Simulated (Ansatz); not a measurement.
What is wrong with this input? (Al₃Pd)

Someone meant to compute Al₃Pd with PBE, plane waves and PAW in Ansatz and wrote this input.

```yaml
crystal:
  lattice:
    - [7.4585819112, 0.0, 0.0]
    - [0.0, 7.4585819112, 0.0]
    - [0.0, 0.0, 7.4585819112]
  atoms:
    - { symbol: Al, position: [0.0, 0.5, 0.5] }
    - { symbol: Al, position: [0.5, 0.0, 0.5] }
    - { symbol: Al, position: [0.5, 0.5, 0.0] }
    - { symbol: Pd, position: [0.0, 0.0, 0.0] }
basis:
  ecutwfc: 420
kpoints:
  mp_grid: { grid: [4, 4, 4] }
hamiltonian:
  xc: pbe
scf:
  occupations: { method: gaussian, width: 0.1 }
output:
  forces: true
  stress: true
  eigenvalues: true
```

From the log (HF is the Harris–Foulkes energy, dr2 the density residual in eV):

```text
Pseudopotential: Al, paw, valence charge 3, recommended cutoff 420 eV (normal)
Pseudopotential: Pd, paw, valence charge 18, recommended cutoff 420 eV (normal)
Crystal: 4 atoms, lattice volume = 414.924 Å³
Basis set: ecut = 420 eV, 8217 PW (Γ), exchange–correlation on 100×100×100 points (8 copies of the dense FFT grid, shifted against one another)
Bands: 18, of which v1, the nominal top of the filled ones, is band 14 counted from 1 (13 counted from 0)
Symmetry: 48 space group operations
Space group: Pm-3m (ITA 221), of the structure as read, at distance tolerance 7.5e-5 Å
k-points: 10 of 64
Initial density: superposition of atomic densities, corrected by the library's trained network
SCF iter   1: HF=-8573.793529 eV  Δρ=8.60e-3  dr2=2.20e0
SCF iter   2: HF=-8573.613878 eV  Δρ=3.19e-2  dr2=1.38e1  recentre
SCF iter   3: HF=-8573.542634 eV  Δρ=5.62e-3  dr2=8.11e-1
SCF iter   4: HF=-8573.466447 eV  Δρ=1.90e-3  dr2=9.86e-2
   ...
SCF iter   9: HF=-8573.459882 eV  Δρ=4.64e-5  dr2=2.61e-5
SCF iter  10: HF=-8573.459854 eV  Δρ=8.17e-6  dr2=6.49e-7
SCF iter  11: F=-8573.459854 eV  HF=-8573.459854 eV  Δρ=2.46e-6  dr2=3.82e-8
SCF 1 converged in 11 iterations: F = -8573.459854 eV  dr2 = 3.82e-8
SCF converged after 11 iterations
Free energy (F): -8573.459854 eV
E sigma→0 (E₀):  -8573.444820 eV
Entropy (-TS):   -0.030068 eV (-7.517 meV/atom)
Fermi energy:    -1.073789 eV
--- Forces (eV/Å), atoms counted from 1 ---
  atom   1  Al     0.00000000     0.00000000     0.00000000
  atom   2  Al     0.00000000    -0.00000000    -0.00000000
  atom   3  Al     0.00000000     0.00000000     0.00000000
  atom   4  Pd     0.00000000     0.00000000     0.00000000
--- Stress (GPa, compression-positive) ---
       -1.558555       0.000000       0.000000
        0.000000      -1.558555       0.000000
        0.000000       0.000000      -1.558555
  P = ⅓ Tr σ = -1.5586 GPa (-15.586 kbar)
```

Question: The run converged, but its numbers aren't those of the intended crystal and state. Why?

Answer: The fault is lattice vectors in bohr read as angstrom. Every length is 1.89 times too long, so the atoms are nearly free. The cure is the vectors in angstrom.

Fix (which also takes the mesh of the reference run):

```diff
 crystal:
   lattice:
-    - [7.4585819112, 0.0, 0.0]
-    - [0.0, 7.4585819112, 0.0]
-    - [0.0, 0.0, 7.4585819112]
+    - [3.94691, 0.0, 0.0]
+    - [0.0, 3.94691, 0.0]
+    - [0.0, 0.0, 3.94691]
 kpoints:
-  mp_grid: { grid: [4, 4, 4] }
+  mp_grid: { grid: [10, 10, 10] }
```

Result of the mended run: a pressure of 1.21 GPa, no gap. The faulty run's energy lay 3.32 eV per atom higher.